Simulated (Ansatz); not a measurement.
Y(AlSi)₂ (space group P-3m1)

```xyz
5
Lattice="4.1703 0.0000 0.0000 -2.0851 3.6116 0.0000 0.0000 0.0000 6.5106" Properties=species:S:1:pos:R:3 pbc="T T T"
Y      0.0000     0.0000     0.0000
Al     2.0851     1.2039     2.3121
Al     0.0000     2.4077     4.1984
Si     2.0851     1.2039     4.8358
Si     0.0000     2.4077     1.6748
```

Two coordinates are scanned: the volume, and the ratio of the stretch along z (the conventional c axis) to the stretch across it. Atoms keep their fractional coordinates.

Level of theory: PBEsol (plane waves to 420 eV, PAW, scalar-relativistic; Ansatz, an electronic-structure program). k mesh 13×13×7 (Γ-centred), Fermi-Dirac smearing 0.05 eV. Stress and pressure are positive under compression. As the atoms are clamped, bonds stretch with the cell, which overstates energies and stresses. With partly filled bands, the response to shear is sensitive to the k mesh, so small differences along c/a are uncertain. Y(AlSi)2 is run without spin polarisation. Y(AlSi)2 was relaxed with its symmetry unable to fall. The last digit holds for this mesh only.

Changes of σzz (GPa) from the point V/V₀ = 1.000, (c/a)/(c/a)₀ = 1.000 when one coordinate moves alone (two changes are said to add if the coupling is within 5 % of the smaller one, nearly so within 20 %):

| point | change |
|---|---|
| V/V₀ = 1.000, (c/a)/(c/a)₀ = 0.920 | 7.80 |
| V/V₀ = 1.000, (c/a)/(c/a)₀ = 0.960 | 3.36 |
| V/V₀ = 0.960, (c/a)/(c/a)₀ = 1.000 | 3.94 |
| V/V₀ = 0.980, (c/a)/(c/a)₀ = 1.000 | 1.87 |
| V/V₀ = 1.020, (c/a)/(c/a)₀ = 1.000 | -1.70 |
| V/V₀ = 1.040, (c/a)/(c/a)₀ = 1.000 | -3.24 |
| V/V₀ = 1.000, (c/a)/(c/a)₀ = 1.040 | -2.63 |
| V/V₀ = 1.000, (c/a)/(c/a)₀ = 1.080 | -4.55 |

Do the two effects add at V/V₀ = 0.960, (c/a)/(c/a)₀ = 1.080? Give the computed change.

The sum of the single changes is 3.94 + (-4.55) = -0.61; the calculation gives -1.40, so the coupling contributes -0.79 (over 20 % of the smaller single change, not additive).

Do the two effects add at V/V₀ = 0.960, (c/a)/(c/a)₀ = 0.960? Give the computed change.

The sum of the single changes is 3.94 + (3.36) = 7.30; the calculation gives 7.77, so the coupling contributes 0.47 (under 20 % of the smaller single change, nearly additive).

What is the change at V/V₀ = 0.980, (c/a)/(c/a)₀ = 0.960, where both move, and how far is it from the sum?

The sum of the single changes is 1.87 + (3.36) = 5.23; the calculation gives 5.46, so the coupling contributes 0.23 (under 20 % of the smaller single change, nearly additive).

(A scan under strain: stresses follow from slopes of the energy per volume, elastic moduli from its curvatures.)
